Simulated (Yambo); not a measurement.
Absorption of LiNbF6 (space group R-3, No. 148) with and without the electron-hole interaction (Yambo, LDA bands; 4×4×4 mesh, 18 valence and 7 conduction bands, static screening with 66 bands and a 3 Ry block, scissor 4.22 eV, Tamm-Dancoff; field along x). Axes are Cartesian, with cell vectors (Å) (2.56, 1.48, 4.56), (-2.56, 1.48, 4.56), (0.00, -2.95, 4.56).

| E (eV) | Im ε, BSE | Im ε, independent quasiparticles |
|---|---|---|
| 5.00 | 0.02 | 0.02 |
| 5.10 | 0.03 | 0.02 |
| 5.20 | 0.03 | 0.02 |
| 5.30 | 0.03 | 0.02 |
| 5.40 | 0.03 | 0.02 |
| 5.50 | 0.03 | 0.02 |
| 5.60 | 0.04 | 0.02 |
| 5.70 | 0.04 | 0.02 |
| 5.80 | 0.04 | 0.02 |
| 5.90 | 0.05 | 0.02 |
| 6.00 | 0.05 | 0.03 |
| 6.10 | 0.06 | 0.03 |
| 6.20 | 0.07 | 0.03 |
| 6.30 | 0.09 | 0.03 |
| 6.40 | 0.12 | 0.03 |
| 6.50 | 0.15 | 0.03 |
| 6.60 | 0.21 | 0.03 |
| 6.70 | 0.28 | 0.04 |
| 6.80 | 0.32 | 0.04 |
| 6.90 | 0.41 | 0.04 |
| 7.00 | 0.60 | 0.04 |
| 7.10 | 0.61 | 0.04 |
| 7.20 | 0.44 | 0.05 |
| 7.30 | 0.36 | 0.05 |
| 7.40 | 0.34 | 0.05 |
| 7.50 | 0.38 | 0.06 |
| 7.60 | 0.48 | 0.06 |
| 7.70 | 0.69 | 0.07 |
| 7.80 | 1.15 | 0.07 |
| 7.90 | 2.14 | 0.08 |
| 8.00 | 3.54 | 0.08 |
| 8.10 | 3.01 | 0.09 |
| 8.20 | 1.67 | 0.10 |
| 8.30 | 1.01 | 0.11 |
| 8.40 | 0.77 | 0.12 |
| 8.50 | 0.67 | 0.14 |
| 8.60 | 0.52 | 0.15 |
| 8.70 | 0.38 | 0.18 |
| 8.80 | 0.31 | 0.20 |
| 8.90 | 0.28 | 0.24 |
| 9.00 | 0.25 | 0.29 |
| 9.10 | 0.22 | 0.35 |
| 9.20 | 0.20 | 0.44 |
| 9.30 | 0.19 | 0.57 |
| 9.40 | 0.19 | 0.77 |
| 9.50 | 0.19 | 1.14 |
| 9.60 | 0.19 | 1.78 |
| 9.70 | 0.20 | 2.79 |
| 9.80 | 0.20 | 4.25 |
| 9.90 | 0.20 | 5.59 |
| 10.00 | 0.20 | 5.77 |
| 10.10 | 0.21 | 5.90 |
| 10.20 | 0.22 | 6.23 |
| 10.30 | 0.26 | 6.01 |
| 10.40 | 0.33 | 5.15 |
| 10.50 | 0.39 | 4.02 |
| 10.60 | 0.38 | 3.09 |
| 10.70 | 0.38 | 2.53 |
| 10.80 | 0.44 | 2.27 |
| 10.90 | 0.54 | 2.04 |
| 11.00 | 0.72 | 1.83 |
| 11.10 | 0.82 | 1.57 |
| 11.20 | 0.72 | 1.34 |
| 11.30 | 0.66 | 1.11 |
| 11.40 | 0.72 | 0.86 |
| 11.50 | 0.85 | 0.66 |
| 11.60 | 1.08 | 0.50 |
| 11.70 | 1.56 | 0.40 |
| 11.80 | 2.45 | 0.34 |
| 11.90 | 4.00 | 0.31 |

The scissor comes from a G0W0 run whose convergence isn't established. Broadening 0.15 eV. The band window holds all transitions up to 17.0 eV. Fine structure above the onset can come from the mesh.

Spin-orbit splittings are left out.

Geometry of the Materials Project entry, not relaxed at this level; primitive cell a = b = c = 5.4301 Å, α = β = γ = 56.19°.

The structure is a Materials Project entry; no match was found in the copy of COD used, and its stability was not checked.
